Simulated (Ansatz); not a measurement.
TlAg3Te2, one structure, two calculations

Cell: an entry of the Crystallography Open Database (COD), taken as it stands.

Space group Cmmm (No. 65); a = 4.6000, b = 15.4500, c = 4.7600 Å.

| site | Wyckoff | site symmetry | x | y | z |
| --- | --- | --- | --- | --- | --- |
| Tl | 2a | mmm | 0.0000 | 0.0000 | 0.0000 |
| Ag2 | 2c | mmm | 0.5000 | 0.0000 | 0.5000 |
| Ag3 | 4i | m2m | 0.5000 | 0.1850 | 0.0000 |
| Te | 4j | m2m | 0.5000 | 0.3750 | 0.5000 |

One atom of each set is listed; the run and its k-mesh use a cell of 6 atoms with edges of 8.06, 8.06, 4.76 Å.

First run. All values are calculated (Ansatz; DFT, PBE, plane waves and PAW, scalar-relativistic, 420 eV cutoff, Γ-centred 6×6×6 k-points, Fermi–Dirac smearing 0.02 eV), not measured.

```csv
site,V_zz (10²¹ V/m²),η
Tl,19.64,0.51
Ag2,7.79,0.04
Ag3,1.59,0.09
Te,-16.33,0.08
```

Second run. The same atoms and settings, except that the mesh is 8×8×7 and the Fermi–Dirac smearing is 0.05 eV.

Q: Given the first result, estimate the second.

A: 

```json
{"site": "Tl", "V_zz": "21.0", "η": "0.54", "change of V_zz": "+1.34"}
{"site": "Ag2", "V_zz": "8.16", "η": "0.07", "change of V_zz": "+0.37"}
{"site": "Ag3", "V_zz": "1.71", "η": "0.01", "change of V_zz": "+0.12"}
{"site": "Te", "V_zz": "-17.56", "η": "0.03", "change of V_zz": "-1.23"}
```

The largest change of V_zz is on Tl, from 19.64 to 21.0. In per cent, |V_zz| changes by +7 on Tl, +5 on Ag, +8 on Te (all sites that start above 2).

At this cell the principal stresses reach 5 GPa in size with PBE, which can matter for small gradients. Spin–orbit coupling is left out, which shifts gradients on Tl by a few per cent in wide-gap crystals, and can shift them far more where the calculated gap is small or absent, as here.
For the first run: The largest force is 1.5 eV/Å, so the atoms aren't at the calculated equilibrium and relaxing them would move these values.
For the second run: The largest force is 1.4 eV/Å, so the atoms aren't at the calculated equilibrium and relaxing them would move these values.
